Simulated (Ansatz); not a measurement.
Input:

Sc₂Co:
```xyz
6
Lattice="-3.1068 3.1068 2.7738 3.1068 -3.1068 2.7738 3.1068 3.1068 -2.7738" Properties=species:S:1:pos:R:3 pbc="T T T"
Co     0.0000     0.0000     1.3869
Co     0.0000     0.0000     4.1606
Sc     1.1063     4.2132     0.0000
Sc     2.0005     1.1063     0.0000
Sc     2.0005    -1.1063     2.7738
Sc     1.1063     2.0005     2.7738
```

This is the PBEsol-relaxed structure.

**Question.** All from plane-wave PAW PBEsol (Ansatz code), unless another level is named. Give the density of states at the Fermi level.

**Answer.** 1.2 states/eV per atom (mean over ±0.08 eV).

**Question.** What about the formation energy from the elements (no fitted shifts)?

**Answer.** -0.26 eV/atom.

Space group I4/mcm. The workflow started from an entry of the Crystallography Open Database (COD). Its standing as an ambient phase is unchecked. The cell was relaxed with PBEsol under the symmetry of its start; its stability against distortions is not shown here. The workflow began spin-polarised and lost its moments. The references are the lowest solids computed at this level, not always the standard phases.

Potentials: the later of the program's two PAW sets.
